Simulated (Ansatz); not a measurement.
The start is a generated cell, Ir placed in the hcp structure type. A full variable-cell relaxation at zero pressure is run with PBEsol (plane waves to 420 eV, PAW, scalar-relativistic; Ansatz, a program for electronic structure). First-step values are on the input's coarse k-mesh.

Ansatz input (later rounds restart from its end on a renewed k-mesh):
Ansatz 0.2 input:
```yaml
crystal:
  lattice:
    - [2.7205198, 0, 0]
    - [-1.3602599, 2.3560393, 0]
    - [0, 0, 4.417019]
  atoms:
    - { symbol: Ir, position: [0.33333333, 0.66666667, 0.25] }
    - { symbol: Ir, position: [0.66666667, 0.33333333, 0.75] }
basis: { ecutwfc: 420, ecutrho_ratio: 4, xc_grid: 2, fft_grid_basis: typed }
kpoints: { mp_grid: { grid: [14, 14, 8] } }
hamiltonian:
  xc: pbesol
  dispersion: none
  pseudopotentials: { azcp: { folder: ./paw }, kind: paw }
scf: { occupations: { method: fermi_dirac, width: 0.05 } }
relax: { f_tol: 0.01, max_steps: 100, cell: { stress_tol: 0.02 } }
output: { forces: true, stress: true }
```

Problem. How does the volume change?

Solution. -0.3 %, from 14.16 to 14.11 Å³/atom.

Problem. How do the shortest distances between atoms change?

Solution. The closest pairs of elements (up to four, under 3.6 Å), start → end: Ir–Ir 2.71 → 2.71 Å.

Problem. Write out the relaxed structure.

Solution. 
```cif
data_Ir2
_chemical_formula_sum 'Ir2'
_space_group_name_H-M_alt 'P63/mmc'
_space_group_IT_number 194
_space_group_name_Hall '-P 6c 2c'
_cell_length_a 2.71904
_cell_length_b 2.71904
_cell_length_c 4.40789
_cell_angle_alpha 90.000
_cell_angle_beta 90.000
_cell_angle_gamma 120.000
loop_
_atom_site_label
_atom_site_type_symbol
_atom_site_symmetry_multiplicity
_atom_site_Wyckoff_symbol
_atom_site_fract_x
_atom_site_fract_y
_atom_site_fract_z
_atom_site_occupancy
Ir1 Ir 2 c 0.33333 0.66667 0.25000 1
```

The space group stays P6₃/mmc (No. 194) (the run could not lower it); the end is hcp (Mg type), with 2 atoms in the primitive cell. Final values are on a 20×20×11 k-mesh of the relaxed cell. No spin polarisation in the result.

The run could not lose the symmetry of its start, so the end can be a saddle point.

All atoms sit on sites fixed by symmetry, so only the cell could relax.

The relaxed structure here is a generated cell of Ir: the first start was made by placing the elements on the sites of a structure type, and the end was not matched to a known phase here, so it may be hypothetical. Known forms of Ir include space group No. 225.
